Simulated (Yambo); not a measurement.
Absorption of NaYS2 (space group R-3m, No. 166) under isotropic strain of +2 % on all lattice vectors with and without the electron-hole interaction (Yambo, PBEsol bands; 6×6×6 mesh, 6 valence and 7 conduction bands, static screening with 49 bands and a 4 Ry block, scissor 1.71 eV, Tamm-Dancoff; field along x). Axes are Cartesian, with cell vectors (Å) (2.01, 1.16, 6.71), (-2.01, 1.16, 6.71), (0.00, -2.32, 6.71).

```tsv
E (eV)	Im ε, BSE	Im ε, independent quasiparticles
3.30	0.54	0.19
3.40	0.63	0.21
3.50	0.76	0.23
3.60	0.93	0.26
3.70	1.18	0.29
3.80	1.56	0.33
3.90	2.16	0.37
4.00	3.22	0.43
4.10	5.28	0.50
4.20	9.61	0.60
4.30	16.7	0.73
4.40	17.3	0.92
4.50	12.9	1.21
4.60	9.86	1.71
4.70	6.99	2.61
4.80	5.48	4.18
4.90	4.79	6.20
5.00	4.48	8.47
5.10	4.02	11.1
5.20	3.69	12.8
5.30	3.56	10.2
5.40	3.86	7.30
5.50	4.45	5.92
5.60	5.13	4.73
5.70	5.64	3.86
5.80	6.33	3.70
5.90	6.95	4.04
6.00	8.22	4.39
6.10	9.80	4.58
6.20	10.0	4.44
6.30	10.3	4.26
6.40	10.3	4.57
6.50	9.69	5.15
6.60	9.05	5.70
6.70	8.31	6.13
6.80	8.21	6.29
6.90	7.66	6.68
7.00	7.77	6.90
7.10	7.80	6.70
7.20	7.20	6.42
7.30	6.42	6.47
7.40	6.12	7.06
7.50	5.98	8.01
7.60	5.79	8.83
7.70	5.20	8.93
7.80	4.39	8.44
7.90	4.16	7.83
8.00	3.82	7.51
8.10	3.60	8.06
8.20	3.23	8.26
```

The scissor comes from a G0W0 run whose convergence isn't established. Broadening 0.15 eV. The band window holds all transitions up to 8.2 eV. Fine structure above the onset can come from the mesh.

Geometry strained from the cell relaxed with PBEsol, atoms relaxed again; primitive cell a = b = c = 7.1034 Å, α = β = γ = 32.83°.
